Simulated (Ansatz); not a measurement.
NbRu:
```
CELL_PARAMETERS angstrom
      4.56250     0.00000     0.00000
      0.00000     3.03419     0.00000
     -1.52275     0.00000     6.70009
ATOMIC_POSITIONS crystal
  Nb 0.69124 0.00000 0.32330
  Nb 0.30876 0.00000 0.67670
  Nb 0.00000 0.00000 0.00000
  Ru 0.50000 0.50000 0.00000
  Ru 0.20643 0.50000 0.34789
  Ru 0.79357 0.50000 0.65211
```

Relaxed with PBEsol. Special points in fractions of this cell's reciprocal vectors: Γ (0.000, 0.000, 0.000); Z (0.000, 0.500, 0.000); D (0.000, 0.500, 0.500); B (0.000, 0.000, 0.500); A (-0.500, 0.000, 0.500); E (-0.500, 0.500, 0.500); C2 (-0.500, 0.500, 0.000); Y2 (-0.500, 0.000, 0.000).

Q: List the band energies nearest the Fermi level at these points for DFT-PBEsol in the program Ansatz with PAW potentials.

A: In eV from the Fermi level; about four levels below and three above (degenerate sets whole), none deeper than 8.9 eV; points with the same levels are listed once.

```tsv
k	below	above
Γ	-1.45 -1.31 -1.12 -0.17	0.14 0.31 0.50
Z	-1.35 -1.22 -1.04 -0.83	0.17 0.59 0.84
D	-1.73 -1.33 -0.39 -0.36	0.08 0.55 0.67
B	-1.19 -1.01 -0.83 -0.18	0.19 0.46 0.74
A	-0.57 -0.45 -0.36 -0.34	0.03 0.67 0.88
E	-1.34 -0.72 -0.49 -0.29	0.55 0.71 0.75
C2	-1.67 -1.03 -0.63 -0.31	0.22 0.59 0.65
Y2	-1.03 -0.90 -0.60 -0.28	0.07 0.31 1.03
```

Space group P2/m. The start of the workflow was typed in or built on a structure type; neither database checked (COD, Materials Project) lists it. COD files the formula under space group No. 123, 221. Whether it is the stable phase at ambient conditions was not checked. The PBEsol relaxation kept the symmetry of its start; whether a distortion lowers the energy is not shown. The run is not spin-polarised. Spin–orbit coupling is left out wherever it is not named.

Potentials: the earlier of the program's two PAW sets. The files were generated under PBE; for other functionals the program regenerates the frozen cores, and for LDA and PBEsol the local potential too.
